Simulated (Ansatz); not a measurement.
A generator proposed this cell of GaSb₄.

Space group I4/m (No. 87). a = 7.383 Å, b = 7.383 Å, c = 4.584 Å, α = 90.00°, β = 90.00°, γ = 90.00°
```json
{"atom": "Ga", "site": "2a", "symmetry": "4/m..", "x": "0.0000", "y": "0.0000", "z": "0.0000"}
{"atom": "Sb", "site": "8h", "symmetry": "m..", "x": "0.2047", "y": "0.3966", "z": "0.0000"}
```

Level of theory: DFT PBE, scalar-relativistic, plane waves, PAW (Ansatz). Cutoff 420 eV; k points 4×4×4 on the computed 5-atom cell (Γ-centred); Gaussian smearing, width 0.10 eV; no spin polarisation.

Energies over the elements count from the elements' standard structures at the same level, with no fitted energy shifts.

Task: What does a single point on this coarse mesh give?

Result: The pressure is 3.7 GPa (the mean over three directions, positive in compression), the largest force is 0.04 eV/Å, and the energy is +0.24 eV/atom against the elements. The shortest distance is 3.22 Å.

Task: Is it a good guess?

Result: A fair one: relaxing gains under 0.1 eV/atom (the start's value is from the coarse mesh, so the gain is rough) in 22 ionic steps and ends at +0.20 eV/atom on the finer mesh. The symmetry stays I4/m (No. 87). The volume per atom grows by 4.4 %, from 25.0 to 26.1 Å³. The shortest distance goes from 3.22 Å (Sb–Sb) to 3.16 Å (Sb–Sb). The ratio c/a of the conventional cell changes by a factor of 0.74. Conventional cell: a = 8.268 Å, c = 3.816 Å. Ga has 8 Sb at 3.22 Å, 4 Sb at 3.67 Å and 2 Ga at 3.82 Å; Sb has 6 Sb at 3.16–3.29 Å, 2 Ga at 3.22 Å, 5 Sb at 3.67–3.82 Å and 1 Ga at 3.67 Å.

The last run used a 10×10×10 mesh for its 5-atom cell and Gaussian smearing of 0.10 eV. Spin–orbit coupling, which can matter for Sb, is left out. The relaxation can't lower the symmetry of the start, and the grade says only how near the guess is to its own end. Symmetry constrained the relaxation, so the result can be a saddle point. Another cell of GaSb4 relaxed alike, in P4/mmm, lies 77 meV/atom lower, so this cell isn't the stable form at this level.
